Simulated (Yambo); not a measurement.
G0W0@PBEsol for N (space group P4_2/mnm, No. 136) in Yambo (4×4×2 mesh, 8 Ry block, plasmon pole, screening fixed), without a terminator:

| bands N in G | gap A → Γ (eV) | shift of the valence edge (eV) |
|---|---|---|
| 54 | 13.255 | -2.564 |
| 97 | 13.233 | -2.784 |
| 158 | 13.213 | -2.910 |

Problem. Extrapolate both columns to infinite N with E(N) = E∞ + A/N, test the form, and compare with the terminator.

Solution. From two points, E∞ = (N2 E2 − N1 E1)/(N2 − N1). The two largest N give 13.18 eV for the gap and -3.11 eV for the shift; the two smallest give 13.21 eV and -3.06 eV. For the gap the slopes A are 2.7 and 5.0 eV: the form isn't reached, and its limit is uncertain. For the shift the slopes A are 27 and 32 eV: the form isn't reached, and its limit is uncertain. With the Bruneval-Gonze terminator and 158 bands the run gives 13.20 eV and -3.06 eV, 0.02 eV and 0.05 eV from the extrapolated values: the terminator too is an estimate of the remainder. Block, mesh and the bands in W are held fixed.

Geometry of the Materials Project entry, not relaxed at this level; primitive cell a = b = 4.0841 Å, c = 5.3459 Å, α = β = γ = 90.00°.

The structure is a Materials Project entry; no match was found in the copy of COD used, and its stability was not checked.

A shift is the quasiparticle energy of the state minus its PBEsol energy.

The distance between layers or molecules is the database entry's, not relaxed here. Functionals without dispersion can leave it too large, which widens gaps and weakens the response across layers: the numbers belong to this cell.
